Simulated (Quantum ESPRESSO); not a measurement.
# SiAsO3F3: finding a planted mistake in a log

Simulated, not a measurement. The program is pw.x of Quantum ESPRESSO 7.5 (plane-wave density functional theory). The cell is made up: 8 atoms on a quartz lattice with one site empty, with randomly drawn elements, strain and displacements, not relaxed. PseudoDojo standard norm-conserving files (v0.5 for PBE, v0.4.1 for LDA and PBEsol) set the functional; there is no spin polarisation, spin-orbit coupling or dispersion term, and the masses in the input are unused placeholders.

Intended input:

```
&control calculation='scf', pseudo_dir='./dojo.nc.sr.pbe.v0_5.standard.upf', outdir='./o', disk_io='medium', tprnfor=.true., tstress=.true. /
&system ibrav=0, nat=8, ntyp=4, nbnd=35, ecutwfc=84.00895049, nosym=.true., tot_charge=0,
 occupations='smearing', smearing='fd', degauss=0.0018374661
/
&electrons conv_thr=7.350e-09, electron_maxstep=60, /
ATOMIC_SPECIES
As 1.0 As.upf
F 1.0 F.upf
O 1.0 O.upf
Si 1.0 Si.upf
CELL_PARAMETERS angstrom
5.1306 0.0153 0.0381
-2.5521 4.5022 0.0274
0.0421 0.0593 5.5705
ATOMIC_POSITIONS angstrom
Si -1.0619 2.0819 1.8295
As 1.2414 2.3631 0.1005
O 1.3837 1.2472 4.3345
O 3.3648 0.791 2.5672
O 2.9259 2.6219 0.6738
F 0.3441 1.9408 1.1279
F -1.0227 3.2449 3.0087
F 0.8781 3.9499 4.9543
K_POINTS automatic
5 5 4 1 1 1
```

The log is shortened where brackets say so; the opening notice, blank lines, dates and the lines on written files are dropped, and the path of the files is cut. It prints rydbergs, bohrs and kilobars, and counts compression as positive stress. Where no state is partly filled, the Fermi energy that it prints is only some level between the filled and the empty states on the mesh, and need not lie in the true gap.

Log of the intended run:

```
     Program PWSCF v.7.5
     Parallel version (MPI & OpenMP), running on       1 processor cores
     Number of MPI processes:                 1
     Threads/MPI process:                     1
     [start-up lines left out]
     bravais-lattice index     =            0
     lattice parameter (alat)  =       9.6957  a.u.
     unit-cell volume          =     869.6519 (a.u.)^3
     number of atoms/cell      =            8
     number of atomic types    =            4
     number of electrons       =        58.00
     number of Kohn-Sham states=           35
     kinetic-energy cutoff     =      84.0090  Ry
     charge density cutoff     =     336.0358  Ry
     scf convergence threshold =      7.3E-09
     mixing beta               =       0.7000
     number of iterations used =            8  plain     mixing
     Exchange-correlation= PBE
                           (   1   4   3   4   0   0   0)
     [axes and pseudopotential details left out]
   Cartesian axes
     site n.     atom                  positions (alat units)
         1        Si     tau(   1) = (  -0.2069672   0.4057680   0.3565746  )
         2        As     tau(   2) = (   0.2419523   0.4605747   0.0195877  )
         3        O      tau(   3) = (   0.2696869   0.2430827   0.8448059  )
         4        O      tau(   4) = (   0.6558087   0.1541681   0.5003543  )
         5        O      tau(   5) = (   0.5702659   0.5110155   0.1313255  )
         6        F      tau(   6) = (   0.0670660   0.3782672   0.2198308  )
         7        F      tau(   7) = (  -0.1993270   0.6324399   0.5864039  )
         8        F      tau(   8) = (   0.1711441   0.7698463   0.9656066  )
     number of k points=    50  Fermi-Dirac smearing, width (Ry)=  0.0018
                       cart. coord. in units 2pi/alat
        k(    1) = (   0.0986626   0.1692036   0.1125856), wk =   0.0400000
        k(    2) = (   0.0969594   0.1668365   0.3428886), wk =   0.0400000
     [further k points left out]
     Dense  grid:    90511 G-vectors     FFT dimensions: (  60,  60,  64)
     Estimated max dynamical RAM per process >     117.78 MB
     Initial potential from superposition of free atoms
     starting charge      57.9991, renormalised to      58.0000
     Starting wfcs are   37 randomized atomic wfcs
     total cpu time spent up to now is       18.7 secs
     per-process dynamical memory:    87.8 Mb
     Self-consistent Calculation
     iteration #  1     ecut=    84.01 Ry     beta= 0.70
     Davidson diagonalization with overlap
     ethr =  1.00E-02,  avg # of iterations =  3.0
     total cpu time spent up to now is       62.8 secs
     total energy              =    -465.93906366 Ry
     estimated scf accuracy    <       2.67490668 Ry
     iteration #  2     ecut=    84.01 Ry     beta= 0.70
     Davidson diagonalization with overlap
     ethr =  4.61E-03,  avg # of iterations =  4.0
     total cpu time spent up to now is      109.3 secs
     total energy              =    -464.47730719 Ry
     estimated scf accuracy    <      14.64340048 Ry
     [iterations 3 to 12 left out]
     iteration # 13     ecut=    84.01 Ry     beta= 0.70
     Davidson diagonalization with overlap
     ethr =  9.54E-11,  avg # of iterations =  2.3
     total cpu time spent up to now is      524.1 secs
     total energy              =    -467.25805472 Ry
     estimated scf accuracy    <       0.00000002 Ry
     iteration # 14     ecut=    84.01 Ry     beta= 0.70
     Davidson diagonalization with overlap
     ethr =  3.54E-11,  avg # of iterations =  2.0
     total cpu time spent up to now is      561.5 secs
     End of self-consistent calculation
     [lines on levels left out]
     the Fermi energy is     2.7541 ev
!    total energy              =    -467.25805472 Ry
     estimated scf accuracy    <          3.6E-09 Ry
     smearing contrib. (-TS)   =      -0.00000001 Ry
     internal energy E=F+TS    =    -467.25805472 Ry
     The total energy is F=E-TS. E is the sum of the following terms:
     one-electron contribution =    -352.62905461 Ry
     hartree contribution      =     199.66361152 Ry
     xc contribution           =    -108.90293284 Ry
     ewald contribution        =    -205.38967879 Ry
     convergence has been achieved in  14 iterations
     Forces acting on atoms (cartesian axes, Ry/au):
     atom    1 type  4   force =    -0.45478898   -0.06382735    0.28896763
     atom    2 type  1   force =     0.74109410    0.14644535   -0.89693119
     atom    3 type  3   force =    -0.03887257    0.11341787    0.15075655
     atom    4 type  3   force =     0.10268604    0.06488507   -0.09388981
     atom    5 type  3   force =     0.00801646    0.02627892    0.01093324
     atom    6 type  2   force =    -0.38301063   -0.24165749    0.57687413
     atom    7 type  2   force =     0.03175774   -0.03471130   -0.08940790
     atom    8 type  2   force =    -0.00688216   -0.01083107    0.05269735
     Total force =     1.510674     Total SCF correction =     0.000109
     Computing stress (Cartesian axis) and pressure
          total   stress  (Ry/bohr**3)                   (kbar)     P=       92.20
   0.00128872   0.00041967  -0.00175949          189.58       61.74     -258.83
   0.00041967  -0.00030502  -0.00086066           61.74      -44.87     -126.61
  -0.00175949  -0.00086066   0.00089663         -258.83     -126.61      131.90
     init_run     :     18.30s CPU     18.54s WALL (       1 calls)
     electrons    :    523.83s CPU    542.82s WALL (       1 calls)
     forces       :      7.33s CPU      7.40s WALL (       1 calls)
     stress       :     26.91s CPU     27.09s WALL (       1 calls)
     [timing details left out]
     PWSCF        :   9m36.71s CPU   9m56.57s WALL
     JOB DONE.
```

A second run was made from an input with one planted mistake. Its log:

```
     Program PWSCF v.7.5
     Parallel version (MPI & OpenMP), running on       1 processor cores
     Number of MPI processes:                 1
     Threads/MPI process:                     1
     [start-up lines left out]
     bravais-lattice index     =            0
     lattice parameter (alat)  =       9.7849  a.u.
     unit-cell volume          =     893.8597 (a.u.)^3
     number of atoms/cell      =            8
     number of atomic types    =            4
     number of electrons       =        58.00
     number of Kohn-Sham states=           35
     kinetic-energy cutoff     =      84.0090  Ry
     charge density cutoff     =     336.0358  Ry
     scf convergence threshold =      7.3E-09
     mixing beta               =       0.7000
     number of iterations used =            8  plain     mixing
     Exchange-correlation= PBE
                           (   1   4   3   4   0   0   0)
     [axes and pseudopotential details left out]
   Cartesian axes
     site n.     atom                  positions (alat units)
         1        Si     tau(   1) = (  -0.2069732   0.4057771   0.3565686  )
         2        As     tau(   2) = (   0.2419483   0.4605669   0.0195830  )
         3        O      tau(   3) = (   0.2696812   0.2430877   0.8448105  )
         4        O      tau(   4) = (   0.6558174   0.1541725   0.5003509  )
         5        O      tau(   5) = (   0.5702625   0.5110115   0.1313257  )
         6        F      tau(   6) = (   0.0670727   0.3782759   0.2198354  )
         7        F      tau(   7) = (  -0.1993254   0.6324491   0.5864079  )
         8        F      tau(   8) = (   0.1711483   0.7698390   0.9656108  )
     number of k points=    50  Fermi-Dirac smearing, width (Ry)=  0.0018
                       cart. coord. in units 2pi/alat
        k(    1) = (   0.0986628   0.1692037   0.1125877), wk =   0.0400000
        k(    2) = (   0.0969574   0.1668329   0.3428927), wk =   0.0400000
     [further k points left out]
     Dense  grid:    92981 G-vectors     FFT dimensions: (  60,  60,  64)
     Estimated max dynamical RAM per process >     120.42 MB
     Initial potential from superposition of free atoms
     starting charge      57.9991, renormalised to      58.0000
     Starting wfcs are   37 randomized atomic wfcs
     total cpu time spent up to now is        6.9 secs
     per-process dynamical memory:    89.4 Mb
     Self-consistent Calculation
     iteration #  1     ecut=    84.01 Ry     beta= 0.70
     Davidson diagonalization with overlap
     ethr =  1.00E-02,  avg # of iterations =  3.0
     total cpu time spent up to now is       25.9 secs
     total energy              =    -465.93587364 Ry
     estimated scf accuracy    <       2.68477975 Ry
     iteration #  2     ecut=    84.01 Ry     beta= 0.70
     Davidson diagonalization with overlap
     ethr =  4.63E-03,  avg # of iterations =  4.0
     total cpu time spent up to now is       45.0 secs
     total energy              =    -464.39857766 Ry
     estimated scf accuracy    <      15.52744643 Ry
     [iterations 3 to 12 left out]
     iteration # 13     ecut=    84.01 Ry     beta= 0.70
     Davidson diagonalization with overlap
     ethr =  1.39E-10,  avg # of iterations =  2.5
     total cpu time spent up to now is      332.4 secs
     total energy              =    -467.27095255 Ry
     estimated scf accuracy    <       0.00000003 Ry
     iteration # 14     ecut=    84.01 Ry     beta= 0.70
     Davidson diagonalization with overlap
     ethr =  4.75E-11,  avg # of iterations =  2.0
     total cpu time spent up to now is      362.4 secs
     End of self-consistent calculation
     [lines on levels left out]
     the Fermi energy is     2.4194 ev
!    total energy              =    -467.27095255 Ry
     estimated scf accuracy    <          6.7E-09 Ry
     smearing contrib. (-TS)   =      -0.00000006 Ry
     internal energy E=F+TS    =    -467.27095249 Ry
     The total energy is F=E-TS. E is the sum of the following terms:
     one-electron contribution =    -355.80683946 Ry
     hartree contribution      =     200.84169531 Ry
     xc contribution           =    -108.78981303 Ry
     ewald contribution        =    -203.51599531 Ry
     convergence has been achieved in  14 iterations
     Forces acting on atoms (cartesian axes, Ry/au):
     atom    1 type  4   force =    -0.44464864   -0.06285464    0.28267763
     atom    2 type  1   force =     0.70404037    0.13601766   -0.85437276
     atom    3 type  3   force =    -0.03736866    0.11818250    0.15514165
     atom    4 type  3   force =     0.10641140    0.07741824   -0.09691453
     atom    5 type  3   force =     0.00695491    0.02046308    0.01465282
     atom    6 type  2   force =    -0.36223987   -0.22410043    0.54049811
     atom    7 type  2   force =     0.03080513   -0.04387182   -0.09716368
     atom    8 type  2   force =    -0.00395464   -0.02125460    0.05548076
     Total force =     1.442899     Total SCF correction =     0.000132
     Computing stress (Cartesian axis) and pressure
          total   stress  (Ry/bohr**3)                   (kbar)     P=       63.99
   0.00106408   0.00037689  -0.00163240          156.53       55.44     -240.13
   0.00037689  -0.00043692  -0.00080423           55.44      -64.27     -118.31
  -0.00163240  -0.00080423   0.00067783         -240.13     -118.31       99.71
     init_run     :      6.55s CPU      6.80s WALL (       1 calls)
     electrons    :    329.03s CPU    355.55s WALL (       1 calls)
     forces       :      5.50s CPU      5.57s WALL (       1 calls)
     stress       :     22.02s CPU     22.17s WALL (       1 calls)
     [timing details left out]
     PWSCF        :   6m 3.30s CPU   6m30.50s WALL
     JOB DONE.
```

Question: what was wrong in the second input?

Answer: the cell and the positions are scaled by a wrong factor. The input lines that differ, file-writing options aside:

```
- 5.1306 0.0153 0.0381
+ 5.1778 0.0154 0.0385
- -2.5521 4.5022 0.0274
+ -2.5756 4.5436 0.0277
- 0.0421 0.0593 5.5705
+ 0.0425 0.0598 5.6217
- Si -1.0619 2.0819 1.8295
+ Si -1.0717 2.1011 1.8463
- As 1.2414 2.3631 0.1005
+ As 1.2528 2.3848 0.1014
- O 1.3837 1.2472 4.3345
+ O 1.3964 1.2587 4.3744
- O 3.3648 0.791 2.5672
+ O 3.3958 0.7983 2.5908
- O 2.9259 2.6219 0.6738
+ O 2.9528 2.646 0.68
- F 0.3441 1.9408 1.1279
+ F 0.3473 1.9587 1.1383
- F -1.0227 3.2449 3.0087
+ F -1.0321 3.2748 3.0364
- F 0.8781 3.9499 4.9543
+ F 0.8862 3.9862 4.9999
```

```
                                            intended run  run with the mistake
                          free energy (eV)     -6357.370             -6357.545
                    smearing term -TS (eV)        0.0000                0.0000
                            pressure (GPa)          9.22                  6.40
            largest force component (eV/Å)        23.061                21.967
largest change of a force component (eV/Å)                               1.094
                                iterations            14                    14
```

For scale, a rerun of the intended cell at a cutoff of 1437 eV and k mesh 7 x 7 x 6 moved values by no more than 0.004 eV in energy, 0.02 GPa in stress and 0.002 eV/Å in force.